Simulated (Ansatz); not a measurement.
Consider the following.

MoPt:
```
MoPt
1.0
    0.00000     2.62214     2.62214
    2.62214     0.00000     2.62214
    2.62214     2.62214     0.00000
Pt Mo
1 1
Cartesian
  0.00000   0.00000   0.00000
  2.62214   2.62214   2.62214
```

This is the PBE-relaxed structure.

Task: All from PBE in the plane-wave PAW code Ansatz, unless another level is named. Give the formation energy from the elements (no fitted shifts).

Result: 0.71 eV/atom.

Task: And the density of states at the Fermi level?

Result: 1.9 states/eV per atom (mean over ±0.08 eV).

Space group Fm-3m (rock salt). The start of the workflow was typed in or built on a structure type; neither database checked (COD, Materials Project) lists it. Its standing as an ambient phase is unchecked. Symmetry was held in the PBE relaxation; its stability against distortions is not shown here. The run is not spin-polarised. The volume moved by 18 % from the start of the relaxation. Its formation energy is positive at this level, so the cell may be metastable or incomplete. The references are the lowest solids computed at this level, not always the standard phases. Scalar-relativistic: spin–orbit coupling is off unless named, which matters more the heavier the elements.

Potentials: the later of the program's two PAW sets.
